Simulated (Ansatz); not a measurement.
Is this Al2Si structure a true minimum?

It was reached by relaxing an invented guess, and it needn't be the stable form of this composition.

Method: Ansatz 0.2.0, DFT PBE, scalar-relativistic, plane waves, PAW. Plane waves to 420 eV, a k mesh through Γ of 14×14×14 on the computed 3-atom cell and Gaussian smearing (0.10 eV); no spin polarisation.

The cell below (3 atoms, space group F-43m (No. 216)) is relaxed within its symmetry.

```
CELL_PARAMETERS angstrom
0.00000 3.05755 3.05755
3.05755 0.00000 3.05755
3.05755 3.05755 0.00000
ATOMIC_POSITIONS crystal
Al 0.75000 0.75000 0.75000
Al 0.50000 0.50000 0.50000
Si 0.25000 0.25000 0.25000
```

For the test a repeat of it with 6 atoms (edges 4.32, 4.32, 7.49 Å) was strained at random (σ = 1.5 % a component), the atoms were moved at random (σ = 0.10 Å), and all was relaxed again on a coarse 6×6×6 mesh (in the run’s order of axes) with 0.20 eV smearing, with no symmetry imposed.

Task: Is the structure stable against such a distortion?

Result: It doesn't return. The energy falls by 97 meV/atom on that mesh, the volume changes by -1.2 %, and the end has space group Cc (No. 9) at a loose tolerance. Relaxed again on a 10×10×6 mesh with 0.10 eV smearing, the new structure lies 112 meV/atom below the first (mesh in the axes of the run's cell; the cell below is made exact in the group named). Space group R3m (No. 160), trigonal, a = 3.934 Å, c = 12.659 Å. Around Al on its first site lie 3 Si at 2.58 Å and 4 Al at 2.66–2.75 Å; around Al on its second site lie 4 Al at 2.66–2.75 Å and 4 Si at 2.68–2.79 Å; Si has 7 Al at 2.58–2.79 Å.

```yaml
crystal:
  lattice:
    - [1.96682, 1.13554, 4.21967]
    - [-1.96682, 1.13554, 4.21967]
    - [0.00000, -2.27108, 4.21967]
  atoms:
    - { symbol: Al, position: [0.28497, 0.28497, 0.28497] }
    - { symbol: Al, position: [0.49539, 0.49539, 0.49539] }
    - { symbol: Si, position: [0.71562, 0.71562, 0.71562] }
```
